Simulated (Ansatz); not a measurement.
Fcc Rh (111), 5 layers, DFT, PBEsol, PAW with Ansatz's default frozen-core files, scalar-relativistic (Ansatz 0.2.0), on 2 threads of AMD EPYC 9R45 96-Core Processor (Zen 5) (shared host).

Command: `ansatz run input.yaml --threads 2 --pin off --max-ram 4096MiB --backend cpu --events-out ev --progress --plain --runs-dir out`

```yaml
crystal:
  lattice:
    - [2.6729657609, 0.0, 0.0]
    - [-1.3364828805, 2.3148562524, 0.0]
    - [0.0, 0.0, 24.7299]
  atoms:
    - { symbol: Rh, position: [0.833333333, 0.166666667, 0.3234956548] }
    - { symbol: Rh, position: [0.166666667, 0.833333333, 0.4117478272] }
    - { symbol: Rh, position: [0.5, 0.5, 0.5] }
    - { symbol: Rh, position: [0.833333333, 0.166666667, 0.5882521728] }
    - { symbol: Rh, position: [0.166666667, 0.833333333, 0.6765043452] }
kpoints:
  mp_grid: { grid: [17, 17, 1] }
scf:
  occupations: { method: fermi_dirac, width: 0.05 }
hamiltonian:
  xc: pbesol
  pseudopotentials: { kind: paw }
output:
  forces: true
  stress: true
  eigenvalues: true
  write_density: true
  write_potential: true
  elf: true
  volumetric_format: npy
relax:
  f_tol: 0.01
  max_steps: 40
efield:
  axis: 3
  amplitude: 0
  dipole_correction: true
```

Question: How large is the problem that the program sets up?

Answer: 33 irreducible k-points, 3041 plane waves at Γ, 51 bands.

Question: About how long does it take, and how much memory?

Answer: 20 s of wall time for 26 SCF iterations over 3 geometries, with a peak of 0.55 GiB. Times on shared machines scatter by tens of per cent.
